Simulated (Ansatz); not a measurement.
Y5Si2B8:
```xyz
30
Lattice="7.2375 0.0000 0.0000 0.0000 7.2375 0.0000 0.0000 0.0000 8.1192" Properties=species:S:1:pos:R:3 pbc="T T T"
Y      4.9292     1.3104     1.8149
Y      2.3083     5.9270     6.3043
Y      5.9270     4.9292     1.8149
Y      1.3104     2.3083     6.3043
Y      2.3083     5.9270     1.8149
Y      4.9292     1.3104     6.3043
Y      1.3104     2.3083     1.8149
Y      5.9270     4.9292     6.3043
Y      0.0000     0.0000     4.0596
Y      3.6187     3.6187     4.0596
Si     0.8298     4.4486     4.0596
Si     6.4076     2.7889     4.0596
Si     2.7889     0.8298     4.0596
Si     4.4486     6.4076     4.0596
B      1.2433     0.2841     0.0000
B      5.9941     6.9534     0.0000
B      6.9534     1.2433     0.0000
B      0.2841     5.9941     0.0000
B      4.8621     3.3347     0.0000
B      2.3754     3.9028     0.0000
B      3.3347     2.3754     0.0000
B      3.9028     4.8621     0.0000
B      0.6579     4.2767     0.0000
B      6.5795     2.9608     0.0000
B      2.9608     0.6579     0.0000
B      4.2767     6.5795     0.0000
B      0.0000     0.0000     1.3074
B      0.0000     0.0000     6.8118
B      3.6187     3.6187     6.8118
B      3.6187     3.6187     1.3074
```

Relaxed with r²SCAN. Special points in fractions of this cell's reciprocal vectors: Γ (0.000, 0.000, 0.000); X (0.000, 0.500, 0.000); M (0.500, 0.500, 0.000); Z (0.000, 0.000, 0.500); R (0.000, 0.500, 0.500); A (0.500, 0.500, 0.500).

Question: List the band energies nearest the Fermi level at these points for r²SCAN in the plane-wave PAW code Ansatz.

Answer: In eV from the Fermi level; about four levels below and three above (degenerate sets whole), none deeper than 8.9 eV; points with the same levels are listed once.

```json
[
 {"k": "Γ", "below": "-1.11 -0.72 -0.72 -0.27", "above": "0.08 0.34 0.37 0.37"},
 {"k": "X", "below": "-0.23 -0.23 -0.06 -0.06", "above": "0.68 0.68 1.25 1.25"},
 {"k": "M", "below": "-0.42 -0.42 -0.23 -0.23", "above": "0.47 0.47 0.53 0.53"},
 {"k": "Z", "below": "-1.42 -0.86 -0.73 -0.73", "above": "0.48 0.48 0.74"},
 {"k": "R", "below": "-0.48 -0.48 -0.26 -0.26", "above": "0.58 0.58 0.91 0.91"},
 {"k": "A", "below": "-0.99 -0.99 -0.39 -0.39", "above": "0.19 0.19 0.21 0.21"}
]
```

Space group P4/mbm. The workflow started from a Materials Project entry (that database holds measured and hypothetical structures alike); the Crystallography Open Database copy checked does not list it. Its standing as an ambient phase is unchecked. Symmetry was held in the r²SCAN relaxation; whether a distortion lowers the energy is not shown. The run is not spin-polarised. Scalar-relativistic: spin–orbit coupling is off unless named, which matters more the heavier the elements.

Potentials: the later of the program's two PAW sets.
